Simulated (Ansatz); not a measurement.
Values for one crystal, relaxed and computed with plane-wave PAW r²SCAN (Ansatz code); other levels are named.

```yaml
volume_per_atom: 12.44 Å³
band_gap: 1.33 eV (indirect)
Elastic constants (relaxed ions, GPa): C11 = 174, C12 = 79.4, C44 = 124
mechanical_stability: stable (all eigenvalues of C positive)
Poisson's ratio: 0.20
valence_band_maximum: on the K–Γ line, 61 % of the way from K
Bulk modulus (Birch–Murnaghan fit): 111 GPa
```

Problem. Which compound is it?
A) PtS2, CdI2 type
B) HfS3, P2_1/m (Hf on 2e, S on 2e, S on 2e, S on 2e)
C) BeS, rock salt
D) Co3S4, Fd-3m (Co on 16d, Co on 8a, S on 32e)

Solution. C, BeS, rock salt

Space group Fm-3m (rock salt). The start of the workflow was typed in or built on a structure type; neither database checked (COD, Materials Project) lists it. COD files the formula under space group No. 216, so this cell is another polymorph or a model. Whether it is the stable phase at ambient conditions was not checked. Symmetry was held in the r²SCAN relaxation; whether a distortion lowers the energy is not shown.

Potentials: the earlier of the program's two PAW sets.
